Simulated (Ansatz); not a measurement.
SiGe:
```
SiGe
1.0
    1.96046     1.13187     6.39176
   -1.96046     1.13187     6.39176
    0.00000    -2.26375     6.39176
Si Ge
2 2
Direct
  0.93885   0.93885   0.93885
  0.06115   0.06115   0.06115
  0.43593   0.43593   0.43593
  0.56407   0.56407   0.56407
```

Relaxed with PBEsol. Special points in fractions of this cell's reciprocal vectors: Γ (0.000, 0.000, 0.000); T (0.500, 0.500, 0.500); H2 (0.812, 0.188, 0.500); H0 (0.500, -0.188, 0.188); L (0.500, 0.000, 0.000); S0 (0.344, -0.344, 0.000); S2 (0.656, 0.000, 0.344); F (0.500, 0.000, 0.500).

Task: List the band energies nearest the valence-band maximum at these points for the program Ansatz at the PBEsol with spin–orbit coupling level (PAW).

Result: In eV from the valence-band maximum; about four levels below and three above (degenerate sets whole), none deeper than 8.9 eV; points with the same levels are listed once.

| k | below | above |
|---|---|---|
| Γ | -0.03 -0.03 0.00 0.00 | 0.82 0.82 1.58 1.58 |
| T | -0.85 -0.85 -0.82 -0.82 | 1.23 1.23 1.29 1.29 |
| H2 | -2.58 -2.58 -2.41 -2.41 | 1.40 1.40 2.01 2.01 |
| L | -2.42 -2.42 -2.34 -2.34 | 1.33 1.33 1.40 1.40 |
| S0 | -2.76 -2.76 -2.35 -2.35 | 1.25 1.25 3.18 3.18 |
| F | -1.42 -1.42 -1.30 -1.30 | 0.27 0.27 0.61 0.61 |

Space group R-3m. The start of the workflow was typed in or built on a structure type; neither database checked (COD, Materials Project) lists it. Whether it is the stable phase at ambient conditions was not checked. The PBEsol relaxation kept the symmetry of its start; its stability against distortions is not shown here.

Potentials: the earlier of the program's two PAW sets. The files were generated under PBE; for other functionals the program regenerates the frozen cores, and for LDA and PBEsol the local potential too.
